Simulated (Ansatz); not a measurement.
The start is a generated cell, Te placed in the dhcp structure type. The cell and all atomic positions are relaxed at zero pressure with PBE (plane waves to 420 eV, PAW, scalar-relativistic; Ansatz, a first-principles code). The first steps use a coarse 8×8×2 k-mesh.

Initial structure:
```
CELL_PARAMETERS angstrom
      3.43768     0.00000     0.00000
     -1.71884     2.97712     0.00000
      0.00000     0.00000    11.06076
ATOMIC_POSITIONS crystal
  Te 0.00000 0.00000 0.00000
  Te 0.00000 0.00000 0.50000
  Te 0.33333 0.66667 0.25000
  Te 0.66667 0.33333 0.75000
```

Energy released: 0.26 to 0.28 eV/atom (the two k-meshes of the run give this range)
Shortest distances (start → end): The closest pairs of elements (up to four, under 3.6 Å), start → end: Te–Te 3.40 → 3.21 Å
Band gap at the end: no gap (metallic)
Optimiser moves: 18

Relaxed structure:

```cif
data_Te4
_chemical_formula_sum 'Te4'
_space_group_name_H-M_alt 'P63/mmc'
_space_group_IT_number 194
_space_group_name_Hall '-P 6c 2c'
_cell_length_a 4.21124
_cell_length_b 4.21124
_cell_length_c 8.39615
_cell_angle_alpha 90.000
_cell_angle_beta 90.000
_cell_angle_gamma 120.000
loop_
_atom_site_label
_atom_site_type_symbol
_atom_site_symmetry_multiplicity
_atom_site_Wyckoff_symbol
_atom_site_fract_x
_atom_site_fract_y
_atom_site_fract_z
_atom_site_occupancy
Te1 Te 2 a 0.00000 0.00000 0.00000 1
Te2 Te 2 d 0.66667 0.33333 0.25000 1
```

Final values are on a 13×13×6 k-mesh of the relaxed cell. No spin polarisation in the result.

The run could not lose the symmetry of its start, so the end can be a saddle point.

All atoms sit on sites fixed by symmetry, so only the cell could relax.

The relaxed structure here is a generated cell of Te: the first start was made by placing the elements on the sites of a structure type, and the end was not matched to a known phase here, so it may be hypothetical. Known forms of Te include space group No. 152.
